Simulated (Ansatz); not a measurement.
Cr (bcc (W type), Im-3m) under volume change, plane-wave PAW PBE+D3(BJ) (Ansatz code), scaled uniformly.

| V (Å³/atom) | E − E(relaxed) (meV/atom) | P (GPa) |
|---|---|---|
| 10.338 | [?] | [?] |
| 10.679 | 30.3 | 15.68 |
| 11.019 | [?] | [?] |
| 11.360 | 0.0 | 0.02 |
| 11.701 | 6.5 | -5.87 |
| 12.042 | 24.1 | -10.56 |
| 12.383 | 50.6 | -14.13 |

Problem. Some entries are withheld; supply them.

Solution. 
- 10.338, E − E(relaxed) (meV/atom): 75.9
- 10.338, P (GPa): 27.49
- 11.019, E − E(relaxed) (meV/atom): 7.3
- 11.019, P (GPa): 6.95

Problem. What does a third-order Birch–Murnaghan fit give for V₀, B₀ and B′?

Solution. V₀ = 11.35 Å³/atom, B₀ = 216 GPa, B′ = 6.6.

The PBE+D3(BJ) relaxation kept the symmetry of its start, as lowered by the spin order. Spin order of the final state: antiferromagnetic, chosen from 3 collinear starts compared on coarse meshes (ties went to the first, and starts can fall back to one state), not a proven ground state. Textbook magnetic order: a spin-density-wave antiferromagnet. The pairwise dispersion correction was not fitted to metals.

Potentials: the later of the program's two PAW sets.
